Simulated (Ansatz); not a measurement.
**What DFT gives for As3IO**

```
As I O
1.0
     3.39471    5.87982    0.00000
    -3.39471    5.87982    0.00000
     0.00000    0.00000    6.04195
As I O
6 2 2
Direct
  0.16078 0.16078 0.25000
  0.83922 0.32156 0.75000
  0.67844 0.16078 0.25000
  0.83922 0.83922 0.75000
  0.16078 0.67844 0.25000
  0.32156 0.83922 0.75000
  0.66667 0.66667 0.25000
  0.33333 0.33333 0.75000
  0.00000 0.00000 0.00000
  0.00000 0.00000 0.50000
```

Method: r2SCAN, no spin polarisation; PAW, plane waves to 500 eV, 6×6×6 Γ-centred mesh, fermi-dirac occupations (width 0.1 eV) (Ansatz 0.2.0), atoms fixed.

What does the stress say?

The pressure is -6.9 GPa (compression positive), so with the atoms held at these fractions the cell would first shrink. The principal stresses -7.4, -7.4, -5.8 GPa differ, so its shape would change too.

Is it stable against the elements?

0.98 eV an atom against the elements' usual phases (free molecules for gases, crystals otherwise, with no correction for O₂ or N₂), so at this geometry it isn't bound against them. Relaxing would lower it.

What do density and ELF say about some of the short contacts?

As–O at 2.42 Å: least valence density 0.32 e/Å³ and ELF 0.29 there. I–As at 3.40 Å: least valence density 0.14 e/Å³ and ELF 0.25 there. Both are smooth PAW fields, read partly inside the augmentation spheres.

Which atom feels the largest force, and which way?

The largest is on As2 (and as large on other atoms): 0.26 eV/Å, components (0.23, -0.13, 0.00). It makes 39° with the line to a nearest neighbour, O9 at 2.42 Å, pointing towards it.

Is there a gap?

It is a metal, with about 10 states/eV a cell as the mean within 0.25 eV of the Fermi level, mostly As p (82 %).

How is the charge shared?

Bader charges in e: As +0.36, I -0.18, O -0.92. In the mean As gives up most and O takes most.

Origin: a known structure type with other elements, at an estimated volume, so it need not be a known compound. Caveats: many states at the Fermi level without spin polarisation, so a magnetic state may lie lower.
